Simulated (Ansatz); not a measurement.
BaZrO₃ (cubic perovskite)

```
CELL_PARAMETERS angstrom
      4.20507     0.00000     0.00000
      0.00000     4.20507     0.00000
      0.00000     0.00000     4.20507
ATOMIC_POSITIONS crystal
  Ba 0.00000 0.00000 0.00000
  Zr 0.50000 0.50000 0.50000
  O  0.50000 0.00000 0.50000
  O  0.00000 0.50000 0.50000
  O  0.50000 0.50000 0.00000
```

The slice is a {100} plane (indices of the conventional cell) through the point (0.500, 0.500, 0.500) (fractional), spanned by u = [100] and v = [010] in vectors of this cell: u (4.21 Å) and v (4.21 Å, at 90° to u). It covers one period; positions are fractions (u, v).

Level of theory: r2SCAN (plane waves to 500 eV, PAW, scalar-relativistic; Ansatz, a first-principles code). k mesh 8×8×8. Inside the PAW spheres the values are not all-electron values, and peaks at nuclei hang on which shells count as valence. BaZrO3 is run without spin polarisation. BaZrO3 was relaxed with its symmetry unable to fall.

Task: What is the valence density on the shortest Zr–O line in this plane (2.10 Å), at its minimum between the atoms?

Result: 0.64 e/Å³.

Task: What is the ELF at the density minimum of the shortest Zr–O line in this plane (2.10 Å)?

Result: 0.2.

Task: Sketch the electron localisation function (ELF) on this plane as a map.

Result: 
```tsv
v \ u	0.00	0.14	0.29	0.43	0.57	0.71	0.86
0.93	x	0.81	0.34	0.76	0.76	0.34	0.81
0.86	0.81	0.63	0.26	0.82	0.82	0.26	0.63
0.79	0.40	0.13	0.13	0.68	0.68	0.13	0.13
0.71	0.37	0.26	0.06	0.30	0.30	0.06	0.26
0.64	0.83	0.75	0.12	0.05	0.05	0.12	0.75
0.57	x	0.82	0.30	0.02	0.02	0.30	0.82
0.50	x	0.82	0.38	0.01	0.01	0.38	0.82
0.43	x	0.82	0.30	0.02	0.02	0.30	0.82
0.36	0.83	0.75	0.12	0.05	0.05	0.12	0.75
0.29	0.37	0.26	0.06	0.30	0.30	0.06	0.26
0.21	0.40	0.13	0.13	0.68	0.68	0.13	0.13
0.14	0.81	0.63	0.26	0.82	0.82	0.26	0.63
0.07	x	0.81	0.34	0.76	0.76	0.34	0.81
0.00	x	0.81	0.37	x	x	0.37	0.81
```

Values: electron localisation function (ELF). Points within 0.4 Å of a nucleus are blanked (x), as the pseudised field means little there.
